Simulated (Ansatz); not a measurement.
**TiRh3 under pressure**

Computed with DFT LDA, scalar-relativistic, plane waves, PAW (Ansatz 0.2.0). Plane waves to 420 eV; Γ-centred k mesh 12×12×12; Fermi-Dirac smearing of 0.15 eV. No spin polarisation. Phonons by linear response, acoustic sum rule imposed.

The cell, relaxed at this level:
```
Ti Rh
1.0
     3.77289    0.00000    0.00000
     0.00000    3.77289    0.00000
     0.00000    0.00000    3.77289
Ti Rh
1 3
Direct
  0.00000 0.00000 0.00000
  0.00000 0.50000 0.50000
  0.50000 0.00000 0.50000
  0.50000 0.50000 0.00000
```

In a metal, frequencies and elastic constants depend on the k mesh and the smearing, soft modes and shear constants most.

Question: The cell is relaxed again at 5 and 15 GPa. How do volume, gap and optical modes at Γ (cm⁻¹, counted from the lowest optical one; a degenerate one stands once) change?

Answer:
```csv
,0 GPa,5 GPa,15 GPa
V/V0,1.000,0.983,0.953
gap (eV),0.00,0.00,0.00
mode 1,174,180,193
mode 4,186,195,212
mode 7,231,242,262
```

Cost: 3 runs of about 14 core-minutes in all, on Arm Neoverse V2 (shared hosts).